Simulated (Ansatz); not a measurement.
K$_{2}$LiRhF$_{6}$:
```
K2LiRhF6
1.0
    0.00000     4.01223     4.01223
    4.01223     0.00000     4.01223
    4.01223     4.01223     0.00000
K Li Rh F
2 1 1 6
Direct
  0.75000   0.75000   0.75000
  0.25000   0.25000   0.25000
  0.50000   0.50000   0.50000
  0.00000   0.00000   0.00000
  0.75353   0.24647   0.24647
  0.24647   0.75353   0.75353
  0.24647   0.75353   0.24647
  0.75353   0.24647   0.75353
  0.24647   0.24647   0.75353
  0.75353   0.75353   0.24647
```

Relaxed with PBEsol.

Task: Give the optical modes at the zone centre with their infrared activity from DFPT, plane-wave PAW PBEsol (Ansatz code).

Result: Transverse frequencies, without the LO–TO term; a row sums one degenerate level.

```tsv
ω (cm⁻¹)	degeneracy	IR ((D/Å)²/amu)	activity	symmetry
61	3	0.00	IR-inactive	T1g
122	3	9.78	IR	T1u
126	3	0.00	IR-inactive	T2g
214	3	0.00	IR-inactive	T2u
217	3	0.00	IR-inactive	T2g
262	3	0.02	IR	T1u
278	3	28.82	IR	T1u
486	2	0.00	IR-inactive	Eg
516	3	18.71	IR	T1u
549	1	0.00	IR-inactive	A1g
```

Task: How high does the top mode go among those that the LO–TO term moves?

Result: 571 cm⁻¹ for q along x.

Space group Fm-3m. The workflow started from a Materials Project entry (that database holds measured and hypothetical structures alike); the Crystallography Open Database copy checked does not list it. Whether it is the stable phase at ambient conditions was not checked. The cell was relaxed with PBEsol under the symmetry of its start; of distortions, only those at the zone centre were tested. The run is not spin-polarised.

Potentials: the later of the program's two PAW sets.
